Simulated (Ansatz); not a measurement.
Sb (space group R-3m)

```yaml
crystal:
  lattice:
    - [4.37432, 2.52551, 7.69342]
    - [0.00000, 2.52551, 7.69342]
    - [2.18716, -1.26276, 7.69342]
  atoms:
    - { symbol: Sb, position: [0.86637, 0.26727, 0.26727] }
    - { symbol: Sb, position: [0.36637, 0.26727, 0.26727] }
    - { symbol: Sb, position: [0.63363, 0.73273, 0.73273] }
    - { symbol: Sb, position: [0.13363, 0.73273, 0.73273] }
```

The atoms are displaced by Q × the pattern below (from a DFPT mode at T = (0.5, 0.5, 0.5), largest move 1; Q in Å), at fixed cell. It is one choice among 2 degenerate patterns. (q is in reciprocal vectors of the primitive cell; the cell shown is doubled to hold the pattern.)

```tsv
atom	x	y	z
Sb1	0.000	1.000	0.000
Sb2	0.000	-1.000	0.000
Sb3	0.000	1.000	0.000
Sb4	0.000	-1.000	0.000
```

Computed with PBE (plane waves to 420 eV, PAW, scalar-relativistic; Ansatz, an electronic-structure program). k mesh 13×13×13 (Γ-centred), Fermi-Dirac smearing 0.05 eV. The energy includes the smearing's −TS. With partly filled bands, energies and forces of such displacements shift with the k mesh and the smearing. Sb was relaxed with its symmetry unable to fall. Spin-orbit coupling is left out, though Sb is heavy. The zero of ΔE is the undisplaced structure. The last digit holds for this mesh only.

```tsv
Q (Å)	ΔE (meV/cell)
-0.1000	withheld
-0.0833	129.5
-0.0667	83.0
-0.0500	46.7
-0.0333	20.8
-0.0167	5.2
0.0000	0.0
0.0167	5.2
0.0333	20.8
0.0500	46.7
0.0667	83.0
0.0833	129.5
0.1000	withheld
```

Problem. Fit an even polynomial form (powers 2, 4) to the given rows and predict ΔE at Q = -0.1000.

Solution. Least squares on the 11 given rows: ΔE = (18690)·Q² + (-3649)·Q⁴, in meV/cell with Q in Å; root-mean-square residual 0.05 meV/cell. At -0.1000 the fit gives 186.5 meV/cell; the calculation gives 186.3 meV/cell, so the extrapolation is off by 0.2 (+0.1 %). The quadratic term alone would give 186.9 meV/cell.

(For displaced atoms, the force is minus the slope of the energy, and its curvature is a force constant, which sets phonon frequencies.)
